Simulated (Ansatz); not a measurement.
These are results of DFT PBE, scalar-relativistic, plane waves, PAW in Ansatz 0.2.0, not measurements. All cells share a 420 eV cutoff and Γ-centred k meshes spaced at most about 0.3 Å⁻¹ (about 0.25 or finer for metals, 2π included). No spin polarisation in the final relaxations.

Temperature and zero-point effects are left out.

Compare these two cells of Si₂Bi₂S, each relaxed at this level.

A. Space group P6/mmm (No. 191), hexagonal, a = 3.347 Å, c = 14.066 Å. Around Si lie 1 S at 2.10 Å, 6 Si at 3.35 Å and 1 Bi at 3.36 Å; around Bi lie 1 Bi at 3.14 Å, 6 Bi at 3.35 Å and 1 Si at 3.36 Å; S has 2 Si at 2.10 Å.

B. Space group P-3m1 (No. 164), trigonal, a = 3.767 Å, c = 9.616 Å. Si is surrounded by 3 Si at 2.41 Å and 4 Bi at 3.15–3.32 Å; Bi is surrounded by 3 S at 2.96 Å, 4 Si at 3.15–3.32 Å and 6 Bi at 3.77 Å; S has 6 Bi at 2.96 Å.

Question: Which would you expect to be lower, and how large is the difference?

Answer: B is lower, by 0.36 eV/atom. A has space group P6/mmm (No. 191), 27.3 Å³/atom and no gap on its mesh; B has space group P-3m1 (No. 164), 23.6 Å³/atom and no gap. Counting Bi or Si atoms around S (for each partner element, those within 1.25 times its shortest distance or 1.15 times the sum of covalent radii, where it is the nearest in units of that sum or under 1.3), A has S 2 and B has S 6. B holds Si–Si nets (shortest 2.41 Å); in A the shortest Si–Si distance is 3.35 Å. The denser one is the lower, and pressure would at first widen the difference. Even the lower one lies +0.17 eV/atom against the reference forms of the elements (uncorrected), so neither is stable at this level. Both come from invented guesses.

Spin–orbit coupling, which can matter for Bi, is left out. Cells relaxed within their symmetry can be saddle points.
